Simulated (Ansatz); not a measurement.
Ag (bcc type), DFT, PBEsol, PAW with Ansatz's default frozen-core files, scalar-relativistic (Ansatz 0.2.0), on 1 thread of Arm Neoverse V1 (shared host).

Command: `ansatz run input.yaml --threads 1 --pin off --max-ram 2048MiB --backend cpu --events-out ev --progress --plain --runs-dir out`

```yaml
crystal:
  lattice:
    - [-1.4845307784, 1.4845307784, 1.4845307784]
    - [1.4845307784, -1.4845307784, 1.4845307784]
    - [1.4845307784, 1.4845307784, -1.4845307784]
  atoms:
    - { symbol: Ag, position: [0.0, 0.0, 0.0] }
kpoints:
  mp_grid: { grid: [18, 18, 18] }
scf:
  occupations: { method: fermi_dirac, width: 0.08 }
hamiltonian:
  xc: pbesol
  pseudopotentials: { kind: paw }
output:
  forces: true
  stress: true
  eigenvalues: true
  populations: true
```

Q: How large is the problem that the program sets up?

A: 195 irreducible k-points, 249 plane waves at Γ, 14 bands.

Q: About how long does it take?

A: 3.3 s of wall time for 6 SCF iterations. Times on shared machines scatter by tens of per cent.
